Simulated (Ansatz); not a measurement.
Relaxed-ion elastic tensor of CaO (rock salt, space group No. 225) in GPa (Voigt order), DFT-LDA in the program Ansatz with PAW potentials; density 3.57 g/cm³, 13.04 Å³ per atom.

```
 261  63.0  63.0   0.0   0.0   0.0
63.0   261  63.0   0.0   0.0   0.0
63.0  63.0   261   0.0   0.0   0.0
 0.0   0.0   0.0  80.1   0.0   0.0
 0.0   0.0   0.0   0.0  80.1   0.0
 0.0   0.0   0.0   0.0   0.0  80.1
```

Q: Is the crystal mechanically stable?

A: Yes: the smallest eigenvalue of C is 80.1 GPa.

Q: Work out the Voigt, Reuss and Hill averages.

A: K_V = 129, K_R = 129, K_H = 129; G_V = 87.6, G_R = 86.7, G_H = 87.1 GPa.

Q: Give Young's modulus, Poisson's ratio, Pugh's ratio and the universal anisotropy index.

A: E = 9KG/(3K + G) = 213 GPa; ν = 0.22; K/G = 1.48 (brittle by the Pugh limit of 1.75); A_U = 5G_V/G_R + K_V/K_R − 6 = 0.05.

Q: Estimate the sound speeds and the Debye temperature.

A: v_l = √((K + 4G/3)/ρ) = 8290 m/s, v_t = √(G/ρ) = 4940 m/s, mean 5470 m/s; Θ = (h/k)(3n/4πV)^(1/3) v_m = 692 K.

Q: Give the Zener ratio and Young's modulus along [100], [110] and [111].

A: A = 2C44/(C11 − C12) = 0.81; 1/E = S11 − 2(S11 − S12 − S44/2)Γ with Γ = 0, 1/4, 1/3 gives 236, 207, 199 GPa.

Q: Solve the Christoffel equation for the three sound speeds along [100], [110], [111].

A: Eigenvalues of C_ijkl n_j n_l equal ρv². In km/s, slowest first: [100] 4.74, 4.74, 8.55; [110] 4.74, 5.26, 8.23; [111] 5.09, 5.09, 8.12.

Space group Fm-3m (rock salt). Symmetry was held in the LDA relaxation; phonons on a q-mesh show no instability.

Potentials: the earlier of the program's two PAW sets.
